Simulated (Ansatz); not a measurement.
Relaxed-ion elastic tensor of LiCl (rock salt, Fm-3m) in GPa (Voigt order), the program Ansatz at the LDA level (PAW); density 2.30 g/cm³, 15.29 Å³ per atom.

```
76.2  23.2  23.2   0.0   0.0   0.0
23.2  76.2  23.2   0.0   0.0   0.0
23.2  23.2  76.2   0.0   0.0   0.0
 0.0   0.0   0.0  28.2   0.0   0.0
 0.0   0.0   0.0   0.0  28.2   0.0
 0.0   0.0   0.0   0.0   0.0  28.2
```

Problem. Is the crystal mechanically stable?

Solution. Yes: the smallest eigenvalue of C is 28.2 GPa.

Problem. Work out the Voigt, Reuss and Hill averages.

Solution. K_V = 40.9, K_R = 40.9, K_H = 40.9; G_V = 27.5, G_R = 27.5, G_H = 27.5 GPa.

Problem. Give Young's modulus, Poisson's ratio, Pugh's ratio and the universal anisotropy index.

Solution. E = 9KG/(3K + G) = 67.4 GPa; ν = 0.22; K/G = 1.48 (brittle by the Pugh limit of 1.75); A_U = 5G_V/G_R + K_V/K_R − 6 = 0.00.

Problem. Estimate the sound speeds and the Debye temperature.

Solution. v_l = √((K + 4G/3)/ρ) = 5810 m/s, v_t = √(G/ρ) = 3460 m/s, mean 3830 m/s; Θ = (h/k)(3n/4πV)^(1/3) v_m = 459 K.

Problem. Give the Zener ratio and Young's modulus along [100], [110] and [111].

Solution. A = 2C44/(C11 − C12) = 1.06; 1/E = S11 − 2(S11 − S12 − S44/2)Γ with Γ = 0, 1/4, 1/3 gives 65.4, 67.9, 68.8 GPa.

The cell was relaxed with LDA under the symmetry of its start.

Potentials: the earlier of the program's two PAW sets. The files were generated under PBE; for other functionals the program regenerates the frozen cores, and for LDA and PBEsol the local potential too.
